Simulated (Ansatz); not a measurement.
# Al (Fm-3m), γ-surface

Theory: Ansatz, DFT PBEsol, scalar-relativistic, plane waves, PAW. The runs took a 420 eV cutoff, a Γ-centred 19×19×4 mesh and Gaussian smearing (0.15 eV). No spin polarisation. Energies are free energies at this smearing, counted from the undisturbed cell; pressure is positive in compression.

The starting cell (as given, not relaxed at this level; it stands at -1.9 GPa):

```yaml
crystal:
  lattice:
    - [2.02398, -2.02398, 0.00000]
    - [2.02398, 0.00000, -2.02398]
    - [8.09592, 8.09592, 8.09592]
  atoms:
    - { symbol: Al, position: [0.66667, 0.66667, 0.08332] }
    - { symbol: Al, position: [0.00000, 0.00000, 0.91665] }
    - { symbol: Al, position: [0.33333, 0.33333, 0.24998] }
    - { symbol: Al, position: [0.66667, 0.66667, 0.58332] }
    - { symbol: Al, position: [0.00000, 0.00000, 0.41665] }
    - { symbol: Al, position: [0.33333, 0.33333, 0.74998] }
```

Vector c is tilted by p·a + q·b with the atoms' Cartesian places fixed: one unrelaxed fault a cell on a (1 1 1) plane of area 7.10 Å². Points are written (p, q).

p was sampled at 0.000, 0.167, 0.333, 0.500, 0.667, 0.833 and q at 0.000, 0.167, 0.333, 0.500, 0.667, 0.833.

**Question.** Where on the computed points is the energy highest, and how high?

**Answer.** At (0.333, 0.333): 1159 mJ/m².

**Question.** Away from (0, 0), which computed point is lowest?

**Answer.** (0.667, 0.667): 119 mJ/m².

The map, in mJ/m²:

```
p \ q  0.000  0.167  0.333  0.500  0.667  0.833
0.000      0    124    388    530    388    124
0.167    124    490    889    889    490    124
0.333    388    889   1159    889    388    162
0.500    530    889    889    530    204    204
0.667    388    490    388    204    119    204
0.833    124    124    162    204    204    162
```